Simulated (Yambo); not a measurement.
```xyz
4
Lattice="4.0456 0.0000 0.0000 -2.0228 3.5036 0.0000 0.0000 0.0000 6.4821" Properties=species:S:1:pos:R:3 pbc="T T T"
Li     2.0228     1.1679     5.6902
Li     0.0000     2.3357     2.4491
Br     2.0228     1.1679     3.2227
Br     0.0000     2.3357     6.4638
```

Workflow: LDA (Quantum ESPRESSO, PseudoDojo norm-conserving, 74 Ry, scalar-relativistic), then G0W0 in Yambo (3×3×2 Γ-centred k mesh, bands 3 to 174 and a 8 Ry block in the screening, 174 bands in G with the Bruneval-Gonze terminator, plasmon pole fitted at 27.2 eV).

Give the LDA and G0W0 gaps between the band edges found on this mesh, and say where the edges lie.

Edges: Γ → Γ. LDA: 4.82 eV; G0W0: 7.49 eV. Nearest settings tried, and what they do to the gap: 132 bands in W, 132 bands in G: -22 meV; 6 Ry block (159 vectors against 251): -87 meV; 3×3×1 mesh: -11 meV. So the settings aren't converged at that level. The k mesh is coarse. Spin-orbit splittings are left out.

Geometry relaxed with LDA.

This is not the ordinary phase of the substance; no match was found in the copy of COD used, and its stability was not checked.
